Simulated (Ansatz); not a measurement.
A relaxed structure of CuI. Space group F-43m (No. 216), zinc blende type. Calculation: PBE (plane waves to 420 eV, PAW, scalar-relativistic; Ansatz, a quantum-chemistry and plane-wave program).

```cif
data_CuI
_chemical_formula_sum 'Cu1 I1'
_space_group_name_H-M_alt 'P 1'
_space_group_IT_number 1
_cell_length_a 4.29777
_cell_length_b 4.29777
_cell_length_c 4.29777
_cell_angle_alpha 60.000
_cell_angle_beta 60.000
_cell_angle_gamma 60.000
loop_
_space_group_symop_operation_xyz
  'x, y, z'
loop_
_atom_site_label
_atom_site_type_symbol
_atom_site_fract_x
_atom_site_fract_y
_atom_site_fract_z
_atom_site_occupancy
Cu1 Cu 0.00000 0.00000 0.00000 1
I1 I 0.25000 0.25000 0.25000 1
```

For CuI, the volume per atom is 28.07 Å³, the band gap is 1.10 eV, direct at Γ (no spin-orbit coupling) and the shortest distances is Cu–I 2.63 Å. The k-mesh is 9×9×9.

Band energies at high-symmetry points (eV from the VBM; labels of this space group; no spin-orbit coupling), from −5 eV up to 2.6 eV:

```
point                                           energies
-----  -------------------------------------------------
Γ      -3.62 -3.62 -3.62 -1.82 -1.82 0.00 0.00 0.00 1.10
X              -3.74 -3.74 -1.84 -1.76 -1.73 -1.47 -1.47
U              -4.38 -3.68 -1.94 -1.79 -1.68 -1.48 -1.22
K              -4.38 -3.68 -1.94 -1.79 -1.68 -1.48 -1.22
L         -3.60 -3.60 -1.79 -1.79 -1.75 -0.70 -0.70 2.13
W              -4.50 -3.83 -1.88 -1.86 -1.74 -1.57 -1.23
```

No spin polarisation in the result. Without spin-orbit coupling the bands of the heavy element are not split, so the gap can be far off.

Measured for CuI: a 6.053 Å (as listed in arXiv:2305.18931). Computed minus measured — a: PBE +0.4 %. The computed values are for a static lattice.

It was reached from a disturbed copy of a P-6m2 (No. 187) cell (AFLOW prototype AB_hP2_187_d_a (B_h, as in WC)), against which it lies -0.41 eV/atom.
